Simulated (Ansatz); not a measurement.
Fe₂Si in space group P4/nmm (No. 129; Fe on 2a, Fe on 2c, Si on 2c) under volume change, the program Ansatz at the PBE level (PAW), shape and atoms relaxed at each volume.

| V (Å³/atom) | E − E(relaxed) (meV/atom) | P (GPa) |
|---|---|---|
| 10.778 | 63.9 | 21.11 |
| 11.133 | ___ | ___ |
| 11.489 | 6.3 | 5.85 |
| 11.844 | 0.0 | 0.00 |
| 12.199 | ___ | ___ |
| 12.554 | 22.0 | -9.49 |
| 12.910 | 47.2 | -13.09 |

### Question
What belongs in the gaps?

### Answer

- 11.133, E − E(relaxed) (meV/atom): 26.7
- 11.133, P (GPa): 12.73
- 12.199, E − E(relaxed) (meV/atom): 5.8
- 12.199, P (GPa): -5.07

### Question
What does a third-order Birch–Murnaghan fit give for V₀, B₀ and B′?

### Answer
V₀ = 11.84 Å³/atom, B₀ = 183 GPa, B′ = 4.4.

A made-up cell: these elements were put on the sites of a structure type; neither database checked (COD, Materials Project) lists it. Whether it is the stable phase at ambient conditions was not checked. The cell was relaxed with PBE under the symmetry of its start; its stability against distortions is not shown here. Spin order of the final state: ferromagnetic, chosen from 5 collinear starts compared on coarse meshes (ties went to the first, and starts can fall back to one state), not a proven ground state.

Potentials: the later of the program's two PAW sets.
